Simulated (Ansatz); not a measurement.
## TiSi2: from a starting cell to a relaxed one

The start is a generated trial cell of TiSi2 in the AFLOW prototype A2B_oP12_62_2c_c (C23, as in PbCl2). The cell and all atomic positions are relaxed at zero pressure with PBEsol (plane waves to 420 eV, PAW, scalar-relativistic; Ansatz, an electronic-structure program). The first steps use a coarse 3×5×3 k-mesh.

Initial structure:
```yaml
crystal:
  lattice:
    - [6.26895, 0.00000, 0.00000]
    - [0.00000, 3.73008, 0.00000]
    - [0.00000, 0.00000, 7.44107]
  atoms:
    - { symbol: Ti, position: [0.73770, 0.25000, 0.59590] }
    - { symbol: Ti, position: [0.23770, 0.25000, 0.90410] }
    - { symbol: Ti, position: [0.26230, 0.75000, 0.40410] }
    - { symbol: Ti, position: [0.76230, 0.75000, 0.09590] }
    - { symbol: Si, position: [0.62500, 0.25000, 0.92170] }
    - { symbol: Si, position: [0.12500, 0.25000, 0.57830] }
    - { symbol: Si, position: [0.37500, 0.75000, 0.07830] }
    - { symbol: Si, position: [0.87500, 0.75000, 0.42170] }
    - { symbol: Si, position: [0.52020, 0.25000, 0.33700] }
    - { symbol: Si, position: [0.02020, 0.25000, 0.16300] }
    - { symbol: Si, position: [0.47980, 0.75000, 0.66300] }
    - { symbol: Si, position: [0.97980, 0.75000, 0.83700] }
```

Q: How much energy is released per atom?

A: 0.75 eV/atom.

Q: How does the volume change?

A: -2.6 %, from 14.50 to 14.13 Å³/atom.

Q: Is the relaxed structure metallic? Give its gap.

A: Zero (metallic).

Q: What does it relax into? Give the structure.

A: 
Space group Pnma (No. 62); a = 5.711 Å, b = 3.519 Å, c = 8.438 Å, α = 90.00°, β = 90.00°, γ = 90.00°

```
atom  site  symmetry       x       y       z
----  ----  --------  ------  ------  ------
Ti      4c       .m.  0.1660  0.2500  0.8773
Si      4c       .m.  0.1295  0.2500  0.5644
Si      4c       .m.  0.1478  0.2500  0.1930
```

The space group stays Pnma (No. 62) (the run could not lower it), with 12 atoms in the primitive cell. Final values are on a 7×11×5 k-mesh of the relaxed cell. No spin polarisation in the result.

The run could not lose the symmetry of its start, so the end can be a saddle point.

The relaxed structure here is a generated cell of TiSi2: the first start was made by placing the elements on the sites of a structure type, and the end was not matched to a known phase here, so it may be hypothetical. Known forms of TiSi2 include space group No. 63, 70.
